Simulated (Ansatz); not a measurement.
CdF2 (fluorite, Fm-3m), LDA in the plane-wave PAW code Ansatz: ε∞ = 2.93, cell volume 37.17 Å³. Infrared-active transverse modes:

```
ω_TO (cm⁻¹)  oscillator strength S_xx (e²/amu)
-----------  ---------------------------------
236.9                                   0.2129
```

Task: Compute the static dielectric constant.

Result: Each mode adds (4.921e7/V) S/ω²: 5.02. So ε0 = 7.95.

Task: What LO frequency does the Lyddane–Sachs–Teller relation give?

Result: ω_LO = ω_TO √(ε0/ε∞) = 390 cm⁻¹.

The LDA relaxation kept the symmetry of its start; phonons on a q-mesh show no instability. Spin–orbit coupling is left out wherever it is not named.

Potentials: the later of the program's two PAW sets.
